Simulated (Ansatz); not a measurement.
Cs:
```yaml
crystal:
  lattice:
    - [-3.00559, 3.00559, 3.00559]
    - [3.00559, -3.00559, 3.00559]
    - [3.00559, 3.00559, -3.00559]
  atoms:
    - { symbol: Cs, position: [0.00000, 0.00000, 0.00000] }
```

This is the PBEsol-relaxed structure.

Task: All from the program Ansatz at the PBEsol level (PAW), unless another level is named. Give the Poisson's ratio.

Result: 0.34.

Task: And the elastic constants (relaxed ions, GPa)?

Result: C11 = 2.3, C12 = 1.9, C44 = 1.6.

Space group Im-3m (bcc (W type)). The PBEsol relaxation kept the symmetry of its start. As this level gives no gap, shear constants depend on the k-mesh and smearing (Fermi–Dirac, 0.1 eV here). Spin–orbit coupling is left out wherever it is not named.

Potentials: the later of the program's two PAW sets.
